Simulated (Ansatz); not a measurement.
TiTe$_{2}$:
Space group P-3m1 (No. 164); a = 3.698 Å, b = 3.698 Å, c = 6.383 Å, α = 90.00°, β = 90.00°, γ = 120.00°

```
atom  site  symmetry       x       y       z
----  ----  --------  ------  ------  ------
Ti      1a      -3m.  0.0000  0.0000  0.0000
Te      2d       3m.  0.6667  0.3333  0.2711
```

Relaxed with PBE+D3(BJ).

Q: Tabulate the valence density and the electron localisation function along the shortest Ti–Te contact (2.75 Å), PBE+D3(BJ) (plane waves, PAW; program Ansatz).

A: 

```
distance from Ti (Å)  density (e/Å³)   ELF
--------------------  --------------  ----
0.27                            9.08  0.24
0.41                            7.14  0.55
0.55                            4.59  0.69
0.69                            2.35  0.66
0.82                            1.02  0.46
0.96                            0.51  0.26
1.10                            0.37  0.23
1.24                            0.34  0.40
1.37                            0.37  0.60
1.51                            0.44  0.66
1.65                            0.55  0.60
1.79                            0.71  0.52
1.92                            1.08  0.45
2.06                            2.36  0.32
2.20                            5.10  0.16
2.34                            9.03  0.04
2.47                           13.19  0.01
```

The density is the valence pseudo-density with augmentation charge, so density and ELF within about 1 Å of a nucleus are not all-electron values.

The cell was relaxed with PBE+D3(BJ) under the symmetry of its start. The run is not spin-polarised. Scalar-relativistic: spin–orbit coupling is off unless named, which matters more the heavier the elements.

Potentials: the later of the program's two PAW sets.
